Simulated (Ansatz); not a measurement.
ZnSe (zinc blende, F-43m), the program Ansatz at the PBE level (PAW). The conduction-band minimum lies at Γ, with 1 equivalent valley. Second derivatives d²E/dk² of the lowest band at one valley (eV·Å²), along Cartesian directions:

```csv
direction,d²E/dk²
[100],84.85
[010],84.85
[001],84.85
[110],84.76
[101],84.76
[011],84.76
```

Q: Find the principal effective masses, the density-of-states mass and the conductivity mass.

A: Off-diagonal terms follow from H_xy = H[110] − (H_xx + H_yy)/2, and m*/mₑ = 7.620 eV·Å² over each eigenvalue: 0.090, 0.090, 0.090. One valley's DOS mass (m₁m₂m₃)^(1/3) = 0.090, conductivity mass 3/(Σ 1/mᵢ) = 0.090 mₑ.

Q: What effective density of states Nc follows at 300 K for parabolic valleys?

A: Nc = 2.509e19 × 1 × (0.090)^(3/2) ≈ 6.8e17 cm⁻³.

Symmetry was held in the PBE relaxation. Scalar-relativistic: spin–orbit coupling is off unless named, which matters more the heavier the elements.

Potentials: the later of the program's two PAW sets.

Edges and masses are those of Kohn–Sham bands, whose gap is no quasiparticle gap.
